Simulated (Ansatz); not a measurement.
input.yaml

```yaml
crystal:
  lattice:
    - [5.191, 0.0, 0.0]
    - [-2.5955, 4.495537871, 0.0]
    - [0.0, 0.0, 2.908]
  atoms:
    - { symbol: Ta, position: [0.0, 0.0, 0.0], spin: 1.0 }
    - { symbol: Ta, position: [0.3333333333, 0.6666666667, 0.5], spin: 1.0 }
    - { symbol: Ta, position: [0.6666666667, 0.3333333333, 0.5], spin: 1.0 }
    - { symbol: "N", position: [0.5, 0.0, 0.0] }
    - { symbol: "N", position: [0.5, 0.5, 0.0] }
    - { symbol: "N", position: [0.0, 0.5, 0.0] }
basis:
  ecutwfc: 420
kpoints:
  mp_grid: { grid: [6, 6, 6] }
hamiltonian:
  xc: pbesol
scf:
  occupations: { method: gaussian, width: 0.1 }
  lower_state_search: "off"
output:
  forces: true
  stress: true
  eigenvalues: true
  populations: true
magnetization:
  spin_polarized: true
```

Launched with
```bash
ansatz run input.yaml --threads 1 --pin off --max-ram 2560MiB --backend cpu --events-out ev --progress --plain --runs-dir out
```

Computed with Ansatz, DFT PBEsol, scalar-relativistic, plane waves, PAW.

Part of what the program printed, abridged (iterations and final results):

```
SCF iter   1: F=—  HF=-30560.830462 eV  |F-HF|=—  |Δ(HF+E_count)|=         —  Δρ=5.64e-2 (↑5.64e-2 ↓5.05e-2) dr2=4.23e0  dr2_m=9.52e-1  M=0.275 μB ∫|m|=0.446 μB  β_m=0.30  ethr=3.10e-3  ⟨swp⟩=5.2  Hψ=7759  notcnv=0
spin=Collinear: Kerker preconditioning applied to the charge; magnetization (m = ρ↑ − ρ↓) channel mixes plain (no charge-response kernel on spin).
SCF iter   2: F=—  HF=-30560.401050 eV  |F-HF|=—  |Δ(HF+E_count)|=   4.29e-1  Δρ=3.84e-2 (↑3.84e-2 ↓3.59e-2) dr2=1.69e0  dr2_m=5.00e-1  M=0.161 μB ∫|m|=0.316 μB  β_m=0.30  ethr=3.10e-3  ⟨swp⟩=2.0  Hψ=2688  notcnv=0  defer=136
SCF iter   3: F=—  HF=-30560.175154 eV  |F-HF|=—  |Δ(HF+E_count)|=   2.26e-1  Δρ=2.41e-2 (↑2.23e-2 ↓2.41e-2) dr2=2.43e-1  dr2_m=2.64e-1  M=0.073 μB ∫|m|=0.214 μB  β_m=0.30  ethr=3.10e-3  ⟨swp⟩=2.2  Hψ=2841  notcnv=0  defer=137
SCF iter   4: F=—  HF=-30560.173567 eV  |F-HF|=—  |Δ(HF+E_count)|=   1.59e-3  Δρ=1.49e-2 (↑1.49e-2 ↓1.49e-2) dr2=2.16e-2  dr2_m=1.35e-1  M=0.060 μB ∫|m|=0.167 μB  β_m=0.30  ethr=4.51e-4  ⟨swp⟩=2.5  Hψ=3033  notcnv=0  defer=140
SCF iter   5: F=—  HF=-30560.195769 eV  |F-HF|=—  |Δ(HF+E_count)|=   2.22e-2  Δρ=1.08e-2 (↑1.08e-2 ↓1.07e-2) dr2=7.64e-3  dr2_m=6.94e-2  M=0.044 μB ∫|m|=0.130 μB  β_m=0.30  ethr=3.99e-5  ⟨swp⟩=1.6  Hψ=2178  notcnv=0  defer=132
SCF iter   6: F=—  HF=-30560.207457 eV  |F-HF|=—  |Δ(HF+E_count)|=   1.17e-2  Δρ=7.68e-3 (↑7.68e-3 ↓7.59e-3) dr2=8.60e-4  dr2_m=3.59e-2  M=0.032 μB ∫|m|=0.102 μB  β_m=0.30  ethr=1.41e-5  ⟨swp⟩=2.2  Hψ=2650  notcnv=0  defer=132
SCF iter   7: F=—  HF=-30560.214609 eV  |F-HF|=—  |Δ(HF+E_count)|=   7.15e-3  Δρ=5.52e-3 (↑5.44e-3 ↓5.52e-3) dr2=2.00e-4  dr2_m=1.87e-2  M=0.023 μB ∫|m|=0.080 μB  β_m=0.30  ethr=1.59e-6  ⟨swp⟩=2.0  Hψ=2852  notcnv=0  defer=132
Mixer restart at iter 7: flushing history
spin-set hold released at iteration 7 (site moments contracting): the magnetisation degrees of freedom join the quasi-Newton model from the next iteration; the mixer history was flushed
SCF iter   8: F=—  HF=-30560.218431 eV  |F-HF|=—  |Δ(HF+E_count)|=   3.82e-3  Δρ=3.98e-3 (↑3.95e-3 ↓3.98e-3) dr2=6.23e-5  dr2_m=9.76e-3  M=0.017 μB ∫|m|=0.063 μB  β_m=0.65  ethr=3.71e-7  ⟨swp⟩=2.0  Hψ=2571  notcnv=0  defer=132
SCF iter   9: F=—  HF=-30560.222982 eV  |F-HF|=—  |Δ(HF+E_count)|=   4.55e-3  Δρ=3.47e-4 (↑2.75e-4 ↓3.47e-4) dr2=6.14e-6  dr2_m=6.00e-5  M=0.001 μB ∫|m|=0.011 μB  β_m=0.82  ethr=1.15e-7  ⟨swp⟩=3.1  Hψ=4004  notcnv=0  defer=132
SCF iter  10: F=—  HF=-30560.223021 eV  |F-HF|=—  |Δ(HF+E_count)|=   3.91e-5  Δρ=1.61e-4 (↑1.61e-4 ↓6.79e-5) dr2=6.49e-6  dr2_m=7.88e-6  M=0.000 μB ∫|m|=0.004 μB  β_m=0.91  ethr=1.14e-8  ⟨swp⟩=2.5  Hψ=3475  notcnv=0  defer=132
SCF iter  11: F=—  HF=-30560.223027 eV  |F-HF|=—  |Δ(HF+E_count)|=   6.08e-6  Δρ=3.69e-5 (↑1.07e-5 ↓3.69e-5) dr2=1.40e-6  dr2_m=1.42e-7  M= 0.000 μB ∫|m|=0.000 μB  β_m=0.82  ethr=1.14e-8  ⟨swp⟩=2.4  Hψ=2837  notcnv=0  defer=132
SCF iter  12: F=-30560.223027 eV  HF=-30560.223027 eV  |F-HF|=3.81e-9  |Δ(HF+E_count)|=   1.96e-7  Δρ=4.30e-6 (↑3.32e-6 ↓4.30e-6) dr2=3.44e-9  dr2_m=8.48e-9  M= 0.000 μB ∫|m|=0.000 μB  β_m=0.91  ethr=1.85e-10  ⟨swp⟩=8.8  Hψ=8451  notcnv=0
SCF iter  13: F=-30560.223027 eV  HF=-30560.223027 eV  |F-HF|=1.09e-10  |Δ(HF+E_count)|=   7.28e-9  Δρ=3.22e-7 (↑3.22e-7 ↓2.95e-7) dr2=1.63e-10  dr2_m=4.32e-11  M= 0.000 μB ∫|m|=0.000 μB  ethr=6.37e-12  ⟨swp⟩=1.1  Hψ=5246  notcnv=0
WARN: the starting moments were not kept: the SCF closed with an absolute magnetisation of 6.1e-6 μB, where they sum to 3 μB in size (3 sites). That is at most 0.1 of that sum. Measured as dr2_m measures the in/out step, that magnetisation stands 4.5e-12 eV from none, at or under the dr2_threshold of 1.0e-7 eV: it is no larger than a step whose dr2_m would equal this threshold. The system may hold no moment; this SCF shows only that its start led to no more than that. To try another start: raise the starting moments (crystal.atoms[].spin, magnetization.per_species, magnetization.initial_magnetization, or on a non-collinear deck that types none of these the spinor_matrix: blocks that start it ...
SCF 1 converged in 13 iterations: F = -30560.223027 eV  dr2 = 1.63e-10
SCF converged after 13 iterations
Magnetization:  0.0000 μB (27.0000 up, 27.0000 down)
Absolute magnetization: 0.0000 μB (∫|ρ↑−ρ↓|, with the PAW one-centre terms)
Spin contamination: 0.0000 ħ² per cell (⟨S²⟩ above its minimum at these occupations)
Per-site moments (μB) at R_I (Å): [(-1.47618501e-6, 1.07064374), (2.41602695e-7, 0.86129131), (2.41602695e-7, 0.86129131), (-4.87505348e-7, 0.86129131), (-4.87505348e-7, 0.86129131), (-4.87505348e-7, 0.86129131)]
Free energy (F): -30560.223027 eV
Harris-Foulkes:  -30560.223027 eV  (|F-HF|=1.09e-10)
Internal energy: -30560.218963 eV  (E = F + TS)
E sigma→0 (E₀):  -30560.220995 eV
Entropy (-TS):   -0.004064 eV (-0.677 meV/atom)
Fermi energy:    19.459045 eV
--- Per-component energies (eV) ---
  E_band       = -221.824522
  E_kinetic    = 1497.682173
  E_local      = -2073.160493  (includes V_loc(G=0)·N_el)
  E_nonlocal   = 188.869005
  E_hartree    = 706.481158
  E_xc         = -832.665887
  E_vxc        = -843.632326  (∫ρ·V_xc dr)
  E_paw        = -25186.040004  (= ΣΔE_a)
  E_vpaw       = -404.546279  (= ΣTr[D̂ρ^β])
  E_aug_tail   = 0.000858  (compensation charges beyond the density's cutoff)
  E_ewald      = -4862.111011
  E_core_change = 0.725236  (= ΣΔE_core)
  E_smearing   = -0.004064  (= −TS)
--- Forces (eV/Å), atoms counted from 1 ---
  atom   1  Ta     0.00000000     0.00000000     0.00000000
  atom   2  Ta     0.00000000     0.00000000     0.00000000
  atom   3  Ta     0.00000000     0.00000000     0.00000000
  atom   4  N      0.00000000     0.00000000     0.00000000
  atom   5  N      0.00000000     0.00000000     0.00000000
  atom   6  N      0.00000000     0.00000000     0.00000000
--- Stress (GPa, compression-positive) ---
        2.148931       0.000000       0.000000
        0.000000       2.148931       0.000000
        0.000000       0.000000      -0.417781
  P = ⅓ Tr σ = 1.2934 GPa (12.934 kbar)
--- Band table (eV; the first three rows and the last of 56) ---
  k-point 0 ↑: bands = ["-49.6679", "-49.6194", "-49.3708", "-16.6055", "-16.6055", "-16.2232", "-16.2232", "-15.9844", "-15.9078", "-15.9078", "-15.8445", "-15.1499", "1.0604", "4.3387", "4.3387", "9.1742", "12.2428", "12.2428", "13.2762", "13.2762", "13.8783", "16.2946", "16.4575", "16.4575", "16.9470", "17.3910", "18.1856", "18.1856", "20.2765", "20.2765", "20.6546", "21.6334", "21.6334", "22.5563", "22.7359"]
  k-point 1 ↑: bands = ["-49.6558", "-49.6078", "-49.3614", "-16.5656", "-16.5656", "-16.2353", "-16.1807", "-16.1807", "-16.0692", "-15.9041", "-15.9041", "-15.3190", "1.6677", "4.0577", "4.0577", "10.1621", "12.2248", "12.2248", "13.1029", "13.1029", "13.4365", "15.3434", "15.3434", "16.5052", "17.0799", "18.5271", "18.7497", "18.7497", "19.7437", "19.7437", "20.9546", "22.1036", "22.1036", "22.8583", "22.8736"]
  k-point 2 ↑: bands = ["-49.6315", "-49.5843", "-49.3427", "-16.7064", "-16.4958", "-16.4843", "-16.4843", "-16.0830", "-16.0830", "-15.9087", "-15.9087", "-15.6444", "3.0356", "3.5081", "3.5081", "11.5543", "11.7394", "11.7394", "12.4369", "12.9718", "12.9718", "14.9716", "14.9716", "17.3643", "17.7129", "17.7129", "18.7589", "19.7749", "19.7749", "21.0520", "21.9538", "22.5344", "22.5344", "22.7926", "22.7926"]
  k-point 27 ↓: bands = ["-49.5960", "-49.5960", "-49.3333", "-16.8277", "-16.8277", "-16.5013", "-16.2316", "-16.2316", "-15.9720", "-15.9172", "-15.9172", "-15.7808", "3.1479", "3.6813", "3.6813", "11.5264", "11.5264", "12.4598", "12.4598", "12.7810", "12.8319", "13.1362", "15.7713", "15.7713", "16.9969", "16.9969", "17.6329", "22.0367", "22.0367", "22.1384", "22.1384", "22.1700", "23.2928", "23.2928", "23.5577"]
--- Löwdin populations: 6 sites ---
  site symbol q [e]    m [muB]
     0     Ta     12.5078     0.0000
     1     Ta     12.1016     0.0000
     2     Ta     12.1016     0.0000
     3      N      5.6631     0.0000
     4      N      5.6631     0.0000
     5      N      5.6631     0.0000
  spilling = 0.005552 (of n_electrons = 54.000000)
```

Self-consistency was reached.

It took 3.9 s on 1 thread of AMD EPYC 9R45 96-Core Processor (Zen 5), with other jobs on the host, peak memory 0.45 GiB.

The k mesh is coarse. Spin-orbit coupling is left out, which matters for the bands of heavy elements.